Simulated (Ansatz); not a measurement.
Ni3Ge:
```xyz
4
Lattice="3.5250 0.0000 0.0000 0.0000 3.5250 0.0000 0.0000 0.0000 3.5250" Properties=species:S:1:pos:R:3 pbc="T T T"
Ni     1.7625     0.0000     1.7625
Ni     0.0000     1.7625     1.7625
Ni     1.7625     1.7625     0.0000
Ge     0.0000     0.0000     0.0000
```

Relaxed with PBEsol. Special points in fractions of this cell's reciprocal vectors: Γ (0.000, 0.000, 0.000); X (0.000, 0.500, 0.000); M (0.500, 0.500, 0.000); R (0.500, 0.500, 0.500).

Task: List the band energies nearest the Fermi level at these points for PBEsol with spin–orbit coupling (plane waves, PAW; program Ansatz).

Result: In eV from the Fermi level; about four levels below and three above (degenerate sets whole), none deeper than 8.9 eV; points with the same levels are listed once.

```tsv
k	below	above
Γ	-0.27 -0.27 -0.01 -0.01	0.07 0.07 0.07 0.07
X	-1.15 -1.15 -0.52 -0.52	0.04 0.04 3.57 3.57
M	-0.93 -0.93 -0.93 -0.93	0.64 0.64 0.66 0.66
R	-0.17 -0.17 -0.17 -0.17	0.74 0.74 4.16 4.16
```

Space group Pm-3m (Cu3Au type). The first step of the workflow began from a Materials Project structure, measured or hypothetical; the Crystallography Open Database copy checked does not list it. Whether it is the stable phase at ambient conditions was not checked. The cell was relaxed with PBEsol under the symmetry of its start; of distortions, only those at the zone centre were tested. The run is not spin-polarised.

Potentials: the later of the program's two PAW sets.
